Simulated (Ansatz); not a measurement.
LaInO₃:
Space group Pnma (No. 62); a = 5.950 Å, b = 8.251 Å, c = 5.735 Å, α = β = γ = 90.00°

```tsv
atom	site	symmetry	x	y	z
La	4c	.m.	0.4466	0.2500	0.4845
In	4b	-1	0.0000	0.0000	0.5000
O	4c	.m.	0.0447	0.2500	0.6129
O	8d	1	0.1983	0.0597	0.1960
```

Relaxed with r²SCAN. DFT-r²SCAN in the program Ansatz with PAW potentials gives a gap of 3.50 eV.

Problem. What gap does HSE06 give on the same cell (Ansatz, PAW)?

Solution. 4.31 eV, 0.81 eV more. The hybrid was solved on a coarser mesh and at special points; the gap given is the minimum over both.

| k | v1 r²SCAN | c1 r²SCAN | v1 HSE06 | c1 HSE06 |
|---|---|---|---|---|
| Γ | 0.00 | 3.50 | 0.00 | 4.31 |
| X | -0.27 | 5.01 | [?] | [?] |
| Z | -0.33 | 5.06 | -0.41 | 6.14 |
| U | -0.12 | 5.43 | [?] | [?] |
| Y | -0.08 | 4.39 | [?] | [?] |
| S | -0.40 | 5.32 | [?] | [?] |
| T | -0.19 | 5.29 | -0.28 | 6.52 |
| R | -0.26 | 5.42 | -0.34 | 7.13 |

Problem. Top valence (v1) and lowest conduction level (c1) in eV from each method's valence maximum (which need not be a listed point): supply the withheld HSE06 values.

Solution. 
- Y, v1 HSE06: -0.09
- Y, c1 HSE06: 5.29
- U, v1 HSE06: -0.12
- U, c1 HSE06: 6.92
- X, v1 HSE06: -0.33
- X, c1 HSE06: 6.08
- S, v1 HSE06: -0.50
- S, c1 HSE06: 6.53

Cost on shared cores: the r²SCAN run (SCF on a 5×4×5 mesh, then bands and DOS) very roughly 22 core-minutes, the HSE06 run (SCF on 3×2×3, then a few points) very roughly 30 core-minutes; the tasks are unlike.

The workflow started from a Materials Project entry (that database holds measured and hypothetical structures alike); the Crystallography Open Database files this formula in space group No. 62, but the cells were not matched. Whether it is the stable phase at ambient conditions was not checked. The cell was relaxed with r²SCAN under the symmetry of its start; its stability against distortions is not shown here. Spin–orbit coupling is left out wherever it is not named.

Potentials: the later of the program's two PAW sets.
